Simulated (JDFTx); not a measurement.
System: AlRu(100) (Pm-3m bulk; lattice of mp-542569, not re-optimised at this level), 1x1 cell of 7 atoms in 7 planes (Ru outermost, slab composition Al3Ru4), area 8.90 Å² a face, 8.9 Å between the outermost planes in a cell 24.9 Å high; k mesh 8×8×1, Fermi width 0.01 Ha, no spin polarisation. Whether this polymorph is the ambient one wasn't checked.

Final geometry:
```
7
Lattice="2.982 0.000 0.000 0.000 2.982 0.000 0.000 0.000 24.900" Properties=species:S:1:pos:R:3 pbc="T T F"
Al     0.000     0.000     9.468
Al     0.000     0.000    12.450
Al     0.000     0.000    15.432
Ru     1.491     1.491     8.019
Ru     1.491     1.491    10.959
Ru     1.491     1.491    13.941
Ru     1.491     1.491    16.881
```

All numbers are PBE, GBRV ultrasoft potentials, plane waves to 20/100 Ha results from JDFTx (a modified build), not measurements. Liquid on both sides: linear PCM (GLSSA13), water, 0.5 M NaCl; nuclei fixed, outer atoms relaxed in vacuum. SHE scale: U = −μ/e − 4.44 V, by convention. Both faces are the same ideal termination; reconstructions, overlayers and chemisorbed solvent are outside this model.

### Question
Predict the potential of zero charge and the surface charge against electrode potential.

### Answer
The potential of zero charge is -0.38 V vs SHE.

```json
[
 {"U (V vs SHE)": "-1.30", "μ (eV)": "-3.14", "excess electrons per cell": "0.178", "σ (μC/cm², per face)": "-16.1", "run": "fixed potential"},
 {"U (V vs SHE)": "-0.55", "μ (eV)": "-3.89", "excess electrons per cell": "0.041", "σ (μC/cm², per face)": "-3.7", "run": "fixed potential"},
 {"U (V vs SHE)": "-0.38", "μ (eV)": "-4.06", "excess electrons per cell": "0.000", "σ (μC/cm², per face)": "0.0", "run": "neutral"},
 {"U (V vs SHE)": "-0.10", "μ (eV)": "-4.34", "excess electrons per cell": "-0.077", "σ (μC/cm², per face)": "7.0", "run": "fixed potential"},
 {"U (V vs SHE)": "-0.06", "μ (eV)": "-4.38", "excess electrons per cell": "-0.089", "σ (μC/cm², per face)": "8.0", "run": "fixed charge"},
 {"U (V vs SHE)": "0.10", "μ (eV)": "-4.54", "excess electrons per cell": "-0.143", "σ (μC/cm², per face)": "12.9", "run": "fixed potential"},
 {"U (V vs SHE)": "0.30", "μ (eV)": "-4.74", "excess electrons per cell": "-0.214", "σ (μC/cm², per face)": "19.3", "run": "fixed potential"}
]
```
